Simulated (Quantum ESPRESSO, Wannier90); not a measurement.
## Wannier functions of Mg₂Ge (anti-fluorite)

Materials Project entry mp-408; symmetrised, unrelaxed at this level. COD (Crystallography Open Database) has an entry of this formula and space group (matched by these alone). Computed values, not measurements, from LDA: Quantum ESPRESSO (norm-conserving PseudoDojo potentials, cutoff 68 Ry, no spin polarisation, no spin-orbit coupling) on a Γ-centred 8×8×8 mesh, then Wannier90. Density: 8×8×8 mesh, cold smearing 0.01 Ry. Spin-orbit coupling, left out, would split the p-like bands by a few tenths of an eV. The gap is small at this level and was sampled on the meshes and a path alone.

```
begin unit_cell_cart
ang
    0.0000000000    3.1842950000    3.1842950000
    3.1842950000    0.0000000000    3.1842950000
    3.1842950000    3.1842950000    0.0000000000
end unit_cell_cart
mp_grid = 8 8 8
```

Question: Which shells of neighbouring k-points and which b-vectors and weights does Wannier90 pick for this cell and mesh?

Answer: 
```
 *---------------------------------- K-MESH ----------------------------------*
 +----------------------------------------------------------------------------+
 |                    Distance to Nearest-Neighbour Shells                    |
 |                    ------------------------------------                    |
 |          Shell             Distance (Ang^-1)          Multiplicity         |
 |          -----             -----------------          ------------         |
 |             1                   0.213603                      8            |
 |             2                   0.246647                      6            |
 |             3                   0.348812                     12            |
 |             4                   0.409018                     24            |
 |             5                   0.427206                      8            |
 |             6                   0.493295                      6            |
 |             7                   0.537556                     24            |
 |             8                   0.551520                     24            |
       ... (lines left out)
 +----------------------------------------------------------------------------+
 | The b-vectors are chosen automatically                                     |
 | The following shells are used:                       1                     |
 +----------------------------------------------------------------------------+
 |                        Shell   # Nearest-Neighbours                        |
 |                        -----   --------------------                        |
 |                          1               8                                 |
 +----------------------------------------------------------------------------+
 | Completeness relation is fully satisfied [Eq. (B1), PRB 56, 12847 (1997)]  |
 +----------------------------------------------------------------------------+
 |                  b_k Vectors (Ang^-1) and Weights (Ang^2)                  |
 |                  ----------------------------------------                  |
 |            No.         b_k(x)      b_k(y)      b_k(z)        w_b           |
 |            ---        --------------------------------     --------        |
 |             1         0.123324    0.123324   -0.123324     8.218959        |
 |             2         0.123324   -0.123324    0.123324     8.218959        |
 |             3        -0.123324    0.123324    0.123324     8.218959        |
 |             4         0.123324    0.123324    0.123324     8.218959        |
 |             5        -0.123324   -0.123324    0.123324     8.218959        |
 |             6        -0.123324    0.123324   -0.123324     8.218959        |
 |             7         0.123324   -0.123324   -0.123324     8.218959        |
 |             8        -0.123324   -0.123324   -0.123324     8.218959        |
```
